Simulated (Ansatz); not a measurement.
Se:
```cif
data_Se3
_chemical_formula_sum 'Se3'
_space_group_name_H-M_alt 'P3121'
_space_group_IT_number 152
_space_group_name_Hall 'P 31 2"'
_cell_length_a 4.35898
_cell_length_b 4.35898
_cell_length_c 5.01541
_cell_angle_alpha 90.000
_cell_angle_beta 90.000
_cell_angle_gamma 120.000
loop_
_atom_site_label
_atom_site_type_symbol
_atom_site_symmetry_multiplicity
_atom_site_Wyckoff_symbol
_atom_site_fract_x
_atom_site_fract_y
_atom_site_fract_z
_atom_site_occupancy
Se1 Se 3 b 0.77540 0.77540 0.50000 1
```

Relaxed with r²SCAN+D4. The program Ansatz at the r²SCAN+D4 level (PAW) gives a gap of 1.16 eV.

Task: What gap does HSE06 give on the same cell (Ansatz, PAW)?

Result: 1.67 eV, 0.51 eV more. The hybrid was solved on a coarser mesh and at special points; its gap is the smallest among all of these.

| k | v1 r²SCAN+D4 | c1 r²SCAN+D4 | v1 HSE06 | c1 HSE06 |
|---|---|---|---|---|
| Γ | -0.44 | 2.09 | -0.57 | 2.69 |
| A | -1.23 | 1.42 | [?] | [?] |
| K | -1.69 | 3.30 | [?] | [?] |
| H | -0.21 | 1.16 | -0.24 | 1.67 |
| M | -1.05 | 2.16 | [?] | [?] |
| L | 0.00 | 1.76 | [?] | [?] |

Task: Top valence (v1) and lowest conduction level (c1) in eV from each method's valence maximum (which need not be a listed point): supply the withheld HSE06 values.

Result: 
- M, v1 HSE06: -1.18
- M, c1 HSE06: 2.69
- K, v1 HSE06: -1.87
- K, c1 HSE06: 3.90
- L, v1 HSE06: 0.00
- L, c1 HSE06: 2.30
- A, v1 HSE06: -1.39
- A, c1 HSE06: 1.98

Cost on shared cores: the r²SCAN+D4 run (SCF on a 7×7×6 mesh, then bands and DOS) roughly 2.4 core-minutes, the HSE06 run (SCF on 6×6×4, then a few points) around 4 core-minutes (rough); the tasks are unlike.

Space group P3_121 (trigonal Se type). The r²SCAN+D4 relaxation kept the symmetry of its start; of distortions, only those at the zone centre were tested. Scalar-relativistic: spin–orbit coupling is off unless named, which matters more the heavier the elements.

Potentials: the later of the program's two PAW sets.
